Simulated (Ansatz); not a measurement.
Here is the system:

MgS:
```
MgS
1.0
    3.71841     0.00000     0.00000
    0.00000     3.71841     0.00000
    0.00000     0.00000     6.79105
Mg S
2 2
Cartesian
  0.00000   1.85921   0.00000
  1.85921   0.00000   3.39552
  0.00000   0.00000   1.69776
  0.00000   0.00000   5.09329
```

This is the PBE-relaxed structure.

Problem. All from PBE (plane waves, PAW; program Ansatz), unless another level is named. Estimate the electron effective mass.

Solution. 0.20, 0.20, 0.22 mₑ (principal values).

Problem. Predict the band gap.

Solution. 1.12 eV (indirect).

Problem. Next, the formation energy from the elements (no fitted shifts)?

Solution. -1.05 eV/atom.

Problem. Give the hole effective mass.

Solution. 0.26, 5.2, 5.2 mₑ (principal values).

Problem. And the weight of the conduction-edge state by species (Voronoi cells)?

Solution. Mg 68 %, S 32 %.

Problem. Predict the conduction-band minimum.

Solution. at Γ.

Space group P4_2/mmc. The cell is a constructed one: a structure type filled with these elements; neither database checked (COD, Materials Project) lists it. COD files the formula under space group No. 225, so this cell is another polymorph or a model. Its standing as an ambient phase is unchecked. Symmetry was held in the PBE relaxation; whether a distortion lowers the energy is not shown. The references are the lowest solids computed at this level, not always the standard phases.

Potentials: the later of the program's two PAW sets.
